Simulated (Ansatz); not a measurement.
A scan (energy against volume; even scaling of the relaxed cell, symmetry kept) gave these values. These are PBE (plane waves to 420 eV, PAW, scalar-relativistic; Ansatz, a quantum-chemistry and plane-wave program) values and carry that method's errors.

Bulk modulus B₀ (third-order Birch-Murnaghan fit): 324 GPa
Pressure derivative B₀′ (fit): 4.2
Equilibrium volume of the fit: 11.21 Å³/atom

### Question
Of these crystals, all scanned alike, which one is it?
A) InAs (zinc blende)
B) BAs (zinc blende)
C) Ni (fcc, Cu type)
D) TaC (rock salt)

### Answer
D, TaC (rock salt). The others have, for the bulk modulus: InAs 48.3 GPa, Ni 197 GPa, BAs 131 GPa

All were relaxed with their symmetry unable to fall. At this level the bands of InAs touch or barely overlap; measurements give the solid a gap. Relaxed Ni ends ferromagnetic. Spin-orbit coupling is left out. TaC is run without spin polarisation. The PAW data are Ansatz's earlier set. The magnetic order is the one the run started from; other orders were not tried. (This holds for the magnetic or f-shell members.)

(Under strain, the slope of the energy per volume gives the stress and its curvature an elastic modulus.)
